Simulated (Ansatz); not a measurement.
# CsAs: forces and stress of a distorted cell

System: generated CsAs in the CsCl structure, strained and with atoms displaced.

Method: DFT, PBE, all-electron full-potential LAPW, scalar-relativistic, point nucleus (Ansatz). Sampling: 2×2×2 (shift 0.5, 0.5, 0.5 mesh steps) mesh with 0.15 eV Fermi–Dirac smearing (a coarse mesh, not converged over the zone). In metals such a mesh can move stress, forces and moments by their own size. No spin polarisation. Labels count atoms in the order given.

```xyz
2
Lattice="4.5484 -0.0230 0.0908 -0.0230 4.6138 -0.0949 0.0908 -0.0949 4.6059" Properties=species:S:1:pos:R:3 pbc="T T T"
Cs    0.3591    1.0074    2.1030
As    2.6975    3.1705    3.8895
```

Question: What forces and pressure does this calculation give?

Answer: 
```tsv
atom	Fx (eV/Å)	Fy (eV/Å)	Fz (eV/Å)
Cs1	0.063	-0.095	-0.201
As2	-0.063	0.095	0.201
```

Stress (GPa; xx, yy, zz, yz, xz, xy; compression positive): 0.33, 0.20, 0.01, 0.25, -0.16, -0.05.

```yaml
All-electron_free_energy_E_−_TS_its_zero_hangs_on_the_relativistic_scheme_and_nucleus: -273416.925 eV
Pressure: 0.18 GPa
Largest_force: 0.231 eV/Å
```
